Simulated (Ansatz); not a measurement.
Data:

AlCrB:
```cif
data_Al2B2Cr2
_chemical_formula_sum 'Al2 B2 Cr2'
_space_group_name_H-M_alt 'P 1'
_space_group_IT_number 1
_cell_length_a 7.07358
_cell_length_b 7.07358
_cell_length_c 2.94592
_cell_angle_alpha 90.000
_cell_angle_beta 90.000
_cell_angle_gamma 155.790
loop_
_space_group_symop_operation_xyz
  'x, y, z'
loop_
_atom_site_label
_atom_site_type_symbol
_atom_site_fract_x
_atom_site_fract_y
_atom_site_fract_z
_atom_site_occupancy
Al1 Al 0.69101 0.30899 0.25000 1
Al2 Al 0.30899 0.69101 0.75000 1
B1 B 0.46746 0.53254 0.75000 1
B2 B 0.53254 0.46746 0.25000 1
Cr1 Cr 0.08368 0.91632 0.75000 1
Cr2 Cr 0.91632 0.08368 0.25000 1
```

This is the PBEsol-relaxed structure.

**Question.** All from PBEsol in the plane-wave PAW code Ansatz, unless another level is named. Predict the electronic character.

**Answer.** metallic (no gap).

**Question.** Next, the density of states at the Fermi level?

**Answer.** 0.33 states/eV per atom (mean over ±0.08 eV).

**Question.** And the formation energy from the elements (no fitted shifts)?

**Answer.** -0.41 eV/atom.

Space group Cmcm. The start of the workflow was typed in or built on a structure type; neither database checked (COD, Materials Project) lists it. Whether it is the stable phase at ambient conditions was not checked. The PBEsol relaxation kept the symmetry of its start; whether a distortion lowers the energy is not shown. The workflow began spin-polarised and lost its moments. The references are the lowest solids computed at this level, not always the standard phases.

Potentials: the later of the program's two PAW sets.
